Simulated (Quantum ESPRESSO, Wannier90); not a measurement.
**Wannier functions of YN (rock salt)**

```xyz
2
Lattice="0.0000 2.4484 2.4484 2.4484 0.0000 2.4484 2.4484 2.4484 0.0000" Properties=species:S:1:pos:R:3 pbc="T T T"
Y      0.0000     0.0000     0.0000
N      2.4484     2.4484     2.4484
```

Cell from Materials Project (mp-2114), symmetrised, no further relaxation. COD (Crystallography Open Database) has an entry of this formula and space group (matched by these alone). Method: PBEsol plane waves in Quantum ESPRESSO 7.5 (PseudoDojo norm-conserving files, 68 Ry, no spin polarisation, no spin-orbit coupling), Bloch states on a 12×12×12 mesh through Γ, Wannier90 4.0.1. Density: 12×12×12 mesh, cold smearing 0.01 Ry. The gap is small at this level and was sampled on the meshes and a path alone.

Bands 5-8 form an isolated set from -12.82 to 0.00 eV relative to the valence-band maximum (on the path) and are turned into 4 Wannier functions by minimising the spread from the start: SCDM (isolated).

Question: Where do the functions sit, how wide are they and what are they made of?

Answer: 
```json
[
 {"functions": "4", "spread (Å²)": "1.81", "nearest atom, distance (Å)": "N 0.43", "second atom, distance (Å)": "Y 2.10", "weight on atomic waves": "N 2p 51 %, Y 4d 22 %, N 2s 18 %"}
]
```

Ω_I = 6.35 Å², Ω_total = 7.25 Å²; the interpolated bands follow pw.x to 3.5 meV rms on the path. It is the lowest total spread that any start reached here.
